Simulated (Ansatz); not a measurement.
**LaAl$_{2}$TeRu$_{2}$: settings compared (Ansatz)**

Launch command:

```bash
ansatz run input.yaml --threads 1 --pin off --max-ram 2560MiB --backend cpu --events-out ev --progress --plain --runs-dir out
```

Input:

```yaml
crystal:
  lattice:
    - [4.550564, 0.0, 0.0]
    - [0.0, 4.550564, 0.0]
    - [0.0, 0.0, 6.11854]
  atoms:
    - { symbol: La, position: [0.0, 0.0, 0.5] }
    - { symbol: Te, position: [0.0, 0.0, 0.0] }
    - { symbol: Al, position: [0.5, 0.5, 0.2537] }
    - { symbol: Al, position: [0.5, 0.5, 0.7463] }
    - { symbol: Ru, position: [0.0, 0.5, 0.0] }
    - { symbol: Ru, position: [0.5, 0.0, 0.0] }
  symmetry: { tolerance: 0.0003 }
kpoints:
  mp_grid: { grid: [4, 4, 3], shift: [0, 0, 0] }
magnetization:
  spin_polarized: false
scf:
  occupations: { method: gaussian, width: 0.1829 }
hamiltonian:
  pseudopotentials: { kind: paw }
  xc: r2scan
basis:
  ecutwfc: 500
output:
  forces: true
  stress: true
  eigenvalues: true
  write_density: true
  write_potential: true
  elf: true
  volumetric_format: npy
relax:
  max_steps: 40
  cell: {}
```

Origin of the cell: a known structure type with other elements, at an estimated volume, so it need not be a known compound.

Output of this run (shortened):

```
Pseudopotentials: kind: paw
Pseudopotential: La, paw, valence charge 11, recommended cutoff 500 eV (meta_gga), La.paw.azcp
Pseudopotential: Te, paw, valence charge 16, recommended cutoff 500 eV (meta_gga), Te.paw.azcp
Pseudopotential: Al, paw, valence charge 3, recommended cutoff 500 eV (meta_gga), Al.paw.azcp
Pseudopotential: Ru, paw, valence charge 16, recommended cutoff 500 eV (meta_gga), Ru.paw.azcp
Functional definition: r2SCAN
  exchange = r2scan_x(k0 = k0, k1 = k1, a1 = a1)
  correlation = r2scan_c
Crystal: 6 atoms, lattice volume = 126.700 Å³
Basis set: ecut = 500 eV, 3203 PW (Γ), exchange–correlation on 144×144×180 points (64 copies of the dense FFT grid, shifted against one another)
Bands: 39, of which v1, the nominal top of the filled ones, is band 33 counted from 1 (32 counted from 0)
[… 15 lines left out …]
Initial density: superposition of atomic densities (neutral atoms: chi_scale 0, normalization atom), corrected by the library's trained network
Functional: x = r2scan, c = r2scan; τ floored in thin density (d = 2e-4 eV/Å³)
SCF iter   1: F=—  HF=-26120.286305 eV  Δρ=1.15e-2  dr2=2.83e-1  dr2_τ=6.77e-2
SCF iter   2: F=—  HF=-26120.346103 eV  Δρ=8.42e-3  dr2=7.32e-2  dr2_τ=1.38e-2  defer=8
SCF iter   3: F=—  HF=-26120.339102 eV  Δρ=3.42e-3  dr2=2.02e-2  dr2_τ=1.11e-3  defer=8
SCF iter   4: F=—  HF=-26120.337490 eV  Δρ=1.57e-3  dr2=3.84e-3  dr2_τ=4.30e-5  defer=8
SCF iter   5: F=—  HF=-26120.337120 eV  Δρ=4.42e-4  dr2=3.60e-4  dr2_τ=9.68e-6  defer=8
SCF iter   6: F=—  HF=-26120.337123 eV  Δρ=1.56e-4  dr2=5.98e-5  dr2_τ=1.77e-6  defer=8
SCF iter   7: F=—  HF=-26120.337130 eV  Δρ=3.92e-5  dr2=2.98e-6  dr2_τ=8.48e-8  defer=8
SCF iter   8: F=—  HF=-26120.337134 eV  Δρ=1.47e-5  dr2=6.74e-7  dr2_τ=9.38e-9  defer=8
SCF iter   9: F=—  HF=-26120.337135 eV  Δρ=1.16e-5  dr2=3.69e-7  dr2_τ=1.23e-8  defer=8
SCF iter  10: F=-26120.337135 eV  HF=-26120.337135 eV  Δρ=1.77e-6  dr2=4.20e-9  dr2_τ=2.61e-10
relax step   1: F+E_penalty+E_count = -26120.337135 eV  Δ(F+E_penalty+E_count) = +0.000e0 eV  max|allowed force component| = 5.215e-2 eV/Å  Δτ_max = 0.0000 Å  P = +12.203 GPa  Ω = 126.700 Å³ […]
relax step   2: F+E_penalty+E_count = -26121.200094 eV  Δ(F+E_penalty+E_count) = -8.630e-1 eV  max|allowed force component| = 2.684e-1 eV/Å  Δτ_max = 0.0228 Å  P = +0.727 GPa  Ω = 136.332 Å³ […]
relax step   3: F+E_penalty+E_count = -26121.235189 eV  Δ(F+E_penalty+E_count) = -3.509e-2 eV  max|allowed force component| = 1.092e-2 eV/Å  Δτ_max = 0.0461 Å  P = +0.993 GPa  Ω = 136.086 Å³ […]
relax step   4: F+E_penalty+E_count = -26121.240178 eV  Δ(F+E_penalty+E_count) = -4.989e-3 eV  max|allowed force component| = 5.694e-3 eV/Å  Δτ_max = 0.0085 Å  P = -0.107 GPa  Ω = 137.755 Å³ […]
relax step   5: F+E_penalty+E_count = -26121.240296 eV  Δ(F+E_penalty+E_count) = -1.183e-4 eV  max|allowed force component| = 1.456e-4 eV/Å  Δτ_max = 0.0005 Å  P = +0.002 GPa  Ω = 137.628 Å³ […]
relax step   6: F+E_penalty+E_count = -26121.244354 eV  Δ(F+E_penalty+E_count) = -4.058e-3 eV  max|allowed force component| = 3.281e-4 eV/Å  Δτ_max = 0.0000 Å  P = +0.011 GPa  Ω = 137.628 Å³  stress off target by 1.88e-2 GPa […]
SCF 6 converged in 8 iterations: F = -26121.244354 eV  dr2 = 8.38e-12
basis re-selected at this cell: Δ(F+E_penalty+E_count) = -4.058e-3 eV, ΔP = +0.009 GPa vs the last step (what re-selecting the basis moved, of the pressure what is left beyond the Pulay corre […]
SCF converged after 8 iterations
Free energy (F): -26121.244354 eV
Harris-Foulkes:  -26121.244354 eV  (|F-HF|=3.64e-12)
Internal energy: -26121.098099 eV  (E = F + TS)
E sigma→0 (E₀):  -26121.171227 eV
Entropy (-TS):   -0.146254 eV (-24.376 meV/atom)
Fermi energy:    11.490581 eV
--- Per-component energies (eV) ---
  E_band       = -749.908826
  E_kinetic    = 1453.479091
  E_local      = -7842.192932  (includes V_loc(G=0)·N_el)
  E_nonlocal   = 497.652806
  E_hartree    = 3438.916514
  E_xc         = -686.973770
  E_vxc        = -865.993043  (∫ρ·V_xc dr)
  E_paw        = -18033.892749  (= ΣΔE_a)
  E_vpaw       = -926.448584  (= ΣTr[D̂ρ^β])
  E_aug_tail   = 0.000155  (compensation charges beyond the density's cutoff)
  E_vtau       = 55.760629  (kinetic-family band-sum trace: ∫τ·v_τ [+ j·A + Jᵃ·Aᵃ] dr)
  E_ewald      = -4947.698455
  E_core_change = -0.388759  (= ΣΔE_core)
  E_smearing   = -0.146254  (= −TS)
  Σ components = -26121.244354   (vs F -26121.244354, Δ=0.00e0)
--- Forces (eV/Å), atoms counted from 1 ---
  atom   1  La    -0.000000    -0.000000     0.000000
  atom   2  Te     0.000000    -0.000000     0.000000
  atom   3  Al     0.000000     0.000000     0.000328
  atom   4  Al     0.000000     0.000000    -0.000328
  atom   5  Ru     0.000000     0.000000     0.000000
  atom   6  Ru    -0.000000     0.000000     0.000000
  max |Σ_I F_I| component: 0.0 eV/Å
--- Stress (GPa, compression-positive) ---
        0.018821       0.000000       0.000000
        0.000000       0.018821       0.000000
        0.000000       0.000000      -0.004671
  P = ⅓ Tr σ = 0.0110 GPa (0.110 kbar)
--- Relaxed structure (5 steps of the walk, 5 accepted, 1 SCFs on fresh bases) ---
  F+E_penalty+E_count = -26121.244354 eV   max|allowed force component| = 3.281e-4 eV/Å   (the final SCF, on the basis selected at the relaxed cell)
  cell:  # Å, volume = 137.6275 Å³
    - [4.817860, 0.0, 0.0]
    - [0.0, 4.817860, 0.0]
    - [0.0, 0.0, 5.929213]
  atoms:
    - { symbol: La, position: [0.0, 0.0, 0.5] }
    - { symbol: Te, position: [0.0, 0.0, 2.835e-19] }
    - { symbol: Al, position: [0.5, 0.5, 0.240967] }
    - { symbol: Al, position: [0.5, 0.5, 0.759033] }
    - { symbol: Ru, position: [0.0, 0.5, 2.835e-19] }
    - { symbol: Ru, position: [0.5, 0.0, 2.835e-19] }
```

The same input was run again with these changes:

1. `crystal.symmetry` { tolerance: 0.0003 } → { detect: false }
2. `scf.lower_state_search` default → standard
3. `scf.algorithm` default → direct_min; `magnetization` { spin_polarized: false } → { spin_polarized: true } (starts: small); `relax.f_tol` default → 0.1; `relax.max_displacement` default → 0.3; typed moments: La1 0.2, Te2 0.2, Al3 0.2, Al4 0.2, Ru5 0.2, Ru6 0.2
4. `scf.occupations.method` gaussian → methfessel_paxton; `scf.occupations.width` 0.1829 → 0.1

```csv
run,end,SCF iterations,volume (Å³/atom),max force component (eV/Å),moment (μB),ΔE(σ→0) (meV/atom)
base,converged,46,22.94,0.000,–,0
1,converged,270,22.56,0.002,–,-348.26
2,converged,55,22.94,0.000,–,0.00
3,converged,63,23.02,0.011,1.75,-34.01
4,converged,49,22.96,0.001,–,2.96
```

Energies are compared only where functional, datasets, charge and starting cell are the same.

Caveats of the base run: no moments, though an odd count or open d shells may carry them; no spin-orbit coupling, though heavy elements are present; the k mesh is coarse if the cell is a metal; the relaxation held the start's symmetry, so the end may be a saddle point; wide smearing.

Run 1: the program displaced the start to leave a saddle point.
Run 2: the end state was compared with a single point and may differ.
Run 3: one start, so the magnetic state may not be the lowest.

The base run ran for 48 s on 1 thread of Intel(R) Xeon(R) 6975P-C (Granite Rapids), on a shared host, peak memory 0.79 GiB, from the program's own first density.
